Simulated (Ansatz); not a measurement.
GaP (NiAs type, P6_3/mmc) under volume change, the program Ansatz at the PBE level (PAW), shape and atoms relaxed at each volume.

```csv
V (Å³/atom),E − E(relaxed) (meV/atom),P (GPa)
15.794,44.6,9.99
16.315,18.7,6.09
16.835,4.4,2.79
17.356,0.0,0.00
17.877,(withheld),(withheld)
18.397,(withheld),(withheld)
18.918,31.6,-5.95
```

Some entries are withheld; supply them.


- 18.397, E − E(relaxed) (meV/atom): 14.8
- 18.397, P (GPa): -4.31
- 17.877, E − E(relaxed) (meV/atom): 3.9
- 17.877, P (GPa): -2.34

What does a third-order Birch–Murnaghan fit give for V₀, B₀ and B′?

V₀ = 17.36 Å³/atom, B₀ = 84.8 GPa, B′ = 4.7.

A made-up cell: these elements were put on the sites of a structure type; neither database checked (COD, Materials Project) lists it. It is not the phase usual at ambient conditions (space group No. 216). The PBE relaxation kept the symmetry of its start; whether a distortion lowers the energy is not shown. Spin–orbit coupling is left out wherever it is not named.

Potentials: the earlier of the program's two PAW sets.
